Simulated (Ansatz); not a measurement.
Relaxed-ion elastic tensor of C in space group P6/mmm (No. 191; C on 2c) in GPa (Voigt order), plane-wave PAW LDA (Ansatz code); density 2.13 g/cm³, 9.35 Å³ per atom.

|  | 1 | 2 | 3 | 4 | 5 | 6 |
|---|---|---|---|---|---|---|
| 1 | 1010 | 195 | -2.9 | 0.0 | 0.0 | 0.0 |
| 2 | 195 | 1010 | -2.9 | 0.0 | 0.0 | 0.0 |
| 3 | -2.9 | -2.9 | 19.0 | 0.0 | 0.0 | 0.0 |
| 4 | 0.0 | 0.0 | 0.0 | -3.7 | 0.0 | 0.0 |
| 5 | 0.0 | 0.0 | 0.0 | 0.0 | -3.7 | 0.0 |
| 6 | 0.0 | 0.0 | 0.0 | 0.0 | 0.0 | 408 |

Problem. Is the crystal mechanically stable?

Solution. No: the smallest eigenvalue of C is -3.7 GPa.

The workflow started from a Materials Project entry (that database holds measured and hypothetical structures alike); the Crystallography Open Database copy checked does not list it. It is not the phase usual at ambient conditions (space group No. 194, 227). Symmetry was held in the LDA relaxation. At this level the phase is mechanically unstable. A crystal of weakly bound layers computed without a dispersion correction: the cell and the soft elastic constants depend strongly on that. As this level gives no gap, shear constants depend on the k-mesh and smearing (Fermi–Dirac, 0.1 eV here).

Potentials: the later of the program's two PAW sets.
